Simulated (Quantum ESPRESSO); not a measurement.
Band energies of C

```
CELL_PARAMETERS angstrom
      2.46729     0.00000     0.00000
     -1.23365     2.13674     0.00000
      0.00000     0.00000     7.80307
ATOMIC_POSITIONS crystal
  C  0.00000 0.00000 0.25000
  C  0.00000 0.00000 0.75000
  C  0.33333 0.66667 0.25000
  C  0.66667 0.33333 0.75000
```

PBEsol (Quantum ESPRESSO, PseudoDojo norm-conserving, 82 Ry, scalar-relativistic); path ΓMKΓALHA,LM,KH; energies in eV from the Fermi level.

| k (1/Å) | point | band 4 | band 5 | band 6 | band 7 | band 8 | band 9 | band 10 | band 11 |
|---|---|---|---|---|---|---|---|---|---|
| 0.00 | Γ | -7.20 | -2.99 | -2.99 | -2.99 | -2.99 | 3.27 | 7.48 | 8.36 |
| 0.74 |  | -7.38 | -6.30 | -5.50 | -5.03 | -5.02 | 5.16 | 7.12 | 7.34 |
| 1.47 | M | -13.23 | -6.41 | -6.40 | -2.51 | -2.23 | 1.51 | 1.87 | 7.34 |
| 2.21 |  | -12.33 | -10.37 | -10.35 | -0.70 | -0.44 | 0.48 | 0.63 | 10.64 |
| 2.32 | K | -12.52 | -10.60 | -10.60 | -0.25 | 0.00 | 0.00 | 0.27 | 10.61 |
| 2.96 |  | -9.17 | -7.73 | -7.72 | -4.48 | -3.77 | 4.44 | 4.64 | 7.20 |
| 3.70 |  | -6.87 | -4.02 | -4.02 | -3.59 | -3.59 | 3.62 | 7.79 | 8.53 |
| 4.02 | Γ | -7.20 | -2.99 | -2.99 | -2.99 | -2.99 | 3.27 | 7.48 | 8.36 |
| 4.42 | A | -7.66 | -2.99 | -2.99 | -2.99 | -2.99 | 4.94 | 4.94 | 8.37 |
| 4.52 |  | -7.63 | -3.10 | -3.10 | -3.05 | -3.05 | 4.97 | 4.97 | 8.38 |
| 5.20 |  | -7.83 | -5.69 | -5.69 | -5.19 | -5.19 | 6.60 | 6.60 | 7.16 |
| 5.89 | L | -13.24 | -6.40 | -6.40 | -2.37 | -2.37 | 1.65 | 1.65 | 7.41 |
| 6.63 |  | -12.33 | -10.36 | -10.36 | -0.55 | -0.55 | 0.53 | 0.53 | 10.24 |
| 6.74 | H | -12.54 | -10.60 | -10.60 | 0.00 | 0.00 | 0.00 | 0.00 | 10.18 |
| 7.30 |  | -9.63 | -8.15 | -8.15 | -3.69 | -3.69 | 3.95 | 3.95 | 8.97 |
| 7.96 |  | -6.94 | -5.00 | -5.00 | -4.24 | -4.24 | 5.68 | 5.68 | 8.81 |
| 8.44 | A | -7.66 | -2.99 | -2.99 | -2.99 | -2.99 | 4.94 | 4.94 | 8.37 |
| 8.44 | L | -13.24 | -6.40 | -6.40 | -2.37 | -2.37 | 1.65 | 1.65 | 7.41 |
| 8.57 |  | -13.23 | -6.41 | -6.40 | -2.44 | -2.30 | 1.57 | 1.75 | 7.37 |
| 8.84 | M | -13.23 | -6.41 | -6.40 | -2.51 | -2.23 | 1.51 | 1.87 | 7.34 |
| 8.84 | K | -12.52 | -10.60 | -10.60 | -0.25 | 0.00 | 0.00 | 0.27 | 10.61 |
| 9.24 | H | -12.54 | -10.60 | -10.60 | 0.00 | 0.00 | 0.00 | 0.00 | 10.18 |

At this level the gap is closed or nearly so: along the path the highest valence and lowest conduction bands touch, or overlap by less than 0.6 eV, a zero-gap or semimetallic result; the valence top lies at 75 % of the way from K to H, the conduction bottom at K.

Geometry of the Materials Project entry, not relaxed at this level.

The distance between layers or molecules is the database entry's, not relaxed here. Functionals without dispersion can leave it too large, which widens gaps and weakens the response across layers: the numbers belong to this cell.
